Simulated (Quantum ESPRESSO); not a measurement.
# AlTa2Au2Ti2Rh: one composition in several site orders

A calculation, not a measurement. The program is pw.x of Quantum ESPRESSO 7.5 (plane-wave density functional theory). The cell is made up: eight metal atoms on a hexagonal close-packed lattice, with elements, volume, strain and displacements drawn at random and not relaxed, so it may be unstable or far from any real phase. PseudoDojo standard norm-conserving files set the functional (PBE unless stated); there is no spin polarisation or spin-orbit coupling, the Fermi-Dirac width of 0.25 eV means electrons at about 2900 K, and the masses in the input are unused placeholders. Heavy elements are run without spin-orbit coupling, which real alloys of them have. A spin test at this wide smearing found no moment, but such smearing suppresses magnetism that the real alloy may have.

The runs put one composition on the sites in different orders. Cell, positions, cutoff, mesh and smearing stay as in the input of run 1; sites are counted in its order. Stress in the tables is positive in tension.

Input of run 1:

```
&control calculation='scf', pseudo_dir='./dojo.nc.sr.pbe.v0_5.standard.upf', outdir='./o', disk_io='minimal', tprnfor=.true., tstress=.true. /
&system ibrav=0, nat=8, ntyp=5, nbnd=68, ecutwfc=87.97787729, nosym=.true., tot_charge=0,
 occupations='smearing', smearing='fd', degauss=0.0183746611
/
&electrons conv_thr=1.470e-08, electron_maxstep=70, mixing_beta=0.5 /
ATOMIC_SPECIES
Al 1.0 Al.upf
Au 1.0 Au.upf
Rh 1.0 Rh.upf
Ta 1.0 Ta.upf
Ti 1.0 Ti.upf
CELL_PARAMETERS angstrom
2.9519 0.0196 0.0008
1.4577 -2.4837 -5.0011
1.5257 7.5497 -5.0319
ATOMIC_POSITIONS angstrom
Al 0.0255 0.0413 0.0013
Ta 1.4976 2.5985 -4.9088
Au 1.4506 -0.8562 -2.4813
Ti 2.9452 1.6899 -7.4903
Ta 2.9368 4.9903 -4.9988
Rh 3.0379 0.0373 -5.0113
Au 2.9789 1.7209 -2.4767
Ti 4.4409 4.2021 -7.5208
K_POINTS automatic
8 4 3 1 1 1
```

| run | elements on sites 1 to 8 | free energy less that of run 1 (eV) | -TS (eV) | pressure (GPa) | stress xx (GPa) | stress yy (GPa) | stress zz (GPa) | stress yz (GPa) | stress xz (GPa) | stress xy (GPa) | iterations |
| --- | --- | --- | --- | --- | --- | --- | --- | --- | --- | --- | --- |
| 1 | Al Ta Au Ti Ta Rh Au Ti | 0.000 | -1.592 | -9.70 | 6.72 | 11.42 | 10.95 | -0.60 | -0.10 | 0.52 | 20 |
| 2 | Rh Ti Au Ta Au Ti Ta Al | 0.023 | -1.600 | -9.71 | 8.13 | 9.20 | 11.80 | -1.66 | -0.06 | 0.66 | 20 |
| 3 | Au Ti Al Ta Au Ti Rh Ta | -0.398 | -1.633 | -10.97 | 9.03 | 10.14 | 13.76 | -0.12 | -0.34 | 0.73 | 19 |
| 4 | Ta Au Rh Ta Al Ti Au Ti | -0.003 | -1.687 | -11.32 | 7.13 | 11.63 | 15.21 | 0.40 | -0.02 | 1.01 | 20 |
| 5 | Au Ti Au Rh Ti Ta Al Ta | -0.104 | -1.632 | -11.36 | 9.25 | 10.97 | 13.84 | -1.48 | -0.08 | 0.71 | 20 |
| 6 | Au Au Ta Rh Ti Al Ta Ti | -0.278 | -1.651 | -11.49 | 8.19 | 13.00 | 13.28 | -1.80 | 0.11 | 0.44 | 20 |

Forces Fx Fy Fz (eV/Å):

```
site              run 1             run 2              run 3              run 4             run 5             run 6
   1   -0.09 0.78 -0.25   -0.07 0.74 0.01     0.01 0.21 0.12  -0.04 -0.49 -0.59   0.05 -0.48 0.08  -0.10 -0.20 0.22
   2  -0.03 -1.23 -0.26  0.00 -0.48 -0.54   0.03 -0.75 -0.24  -0.01 -0.10 -0.85  0.01 -0.62 -0.05  0.00 -0.47 -0.36
   3   0.04 -0.40 -0.08  0.10 -0.05 -0.14     0.04 0.96 0.34    0.08 -0.79 0.04   0.05 0.41 -0.15   0.19 0.32 -0.06
   4    0.06 -0.22 0.87    0.00 0.10 0.15   -0.02 -0.29 0.58    0.02 0.75 -0.02    0.04 0.01 0.11    0.01 0.13 0.12
   5     0.08 0.53 0.11   0.09 0.40 -0.01    0.12 0.02 -0.06     0.14 0.28 0.24    0.07 0.30 0.17    0.03 0.17 0.51
   6   -0.08 0.31 -0.16  -0.06 -0.62 0.70  -0.23 -0.18 -0.18   -0.19 -0.15 0.87   -0.36 0.89 0.02   -0.19 0.10 0.06
   7    -0.03 0.18 0.01  -0.03 -0.82 0.37    0.02 0.12 -0.36    0.02 -0.30 0.46   0.07 0.39 -0.15   0.00 0.42 -0.43
   8    0.05 0.04 -0.26  -0.04 0.72 -0.55   0.01 -0.09 -0.21   -0.02 0.79 -0.16  0.08 -0.88 -0.03  0.06 -0.48 -0.07
```

The sites are displaced and not relaxed, so the energy differences mix bonding between neighbours with strain and are not ordering energies. A rerun of one cell of this series at a higher cutoff and on a denser mesh moved values by no more than 0.002 eV in energy, 0.08 GPa in stress and 0.010 eV/Å in force, and a second program with other atomic files agreed on that cell to 2 % rms in force and 0.5 GPa in pressure.